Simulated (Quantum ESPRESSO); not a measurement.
**Kohn-Sham bands of InGaAs₂ (P-4m2)**

```
CELL_PARAMETERS angstrom
      4.22500     0.00000     0.00000
      0.00000     4.22500     0.00000
      0.00000     0.00000     5.96215
ATOMIC_POSITIONS crystal
  In 0.00000 0.00000 0.50000
  Ga 0.50000 0.50000 0.00000
  As 0.50000 0.00000 0.76848
  As 0.00000 0.50000 0.23152
```

Structure: Materials Project mp-1223781, symmetrised, not relaxed again. Not found in the COD (Crystallography Open Database) copy used; not checked further. Method: PBEsol plane waves in Quantum ESPRESSO 7.5 (PseudoDojo norm-conserving files, 68 Ry, spinors with spin-orbit coupling), Bloch states on a 4×4×4 mesh through Γ, Wannier90 4.0.1. Density: 8×8×6 mesh, cold smearing 0.01 Ry. With spin-orbit coupling a semilocal functional can close or falsely invert a small gap; the band order was not checked against a better method. The gap is small at this level and was sampled on the meshes and a path alone.

Energies are relative to the valence-band maximum; weights are on the orthonormalised atomic waves of the pseudopotential files, averaged over the group. 56 electrons a cell are treated as valence.

| bands | from (eV) | to (eV) | filling | weight on atomic waves |
|---|---|---|---|---|
| 1–8 | -35.62 | -35.61 | filled | ? |
| 9–20 | -34.90 | -34.88 | filled | ? |
| 21–24 | -15.09 | -15.06 | filled | ? |
| 25–34 | -14.84 | -14.59 | filled | ? |
| 35–40 | -14.05 | -13.90 | filled | ? |
| 41–44 | -12.00 | -9.93 | filled | ? |
| 45–56 | -6.62 | 0.00 | filled | ? |

**Question.** Which atomic shells make up each group?

**Answer.** 
- 1–8, weight on atomic waves: As 3d 100 %
- 9–20, weight on atomic waves: As 3d 100 %
- 21–24, weight on atomic waves: Ga 3d 99 %
- 25–34, weight on atomic waves: Ga 3d 60 %, In 4d 39 %
- 35–40, weight on atomic waves: In 4d 98 %
- 41–44, weight on atomic waves: As 4s 62 %, Ga 4p 11 %, In 5p 10 %
- 45–56, weight on atomic waves: As 4p 59 %, Ga 4p 11 %, In 5p 11 %

The Kohn-Sham gap over both meshes and the path is 0.06 eV.
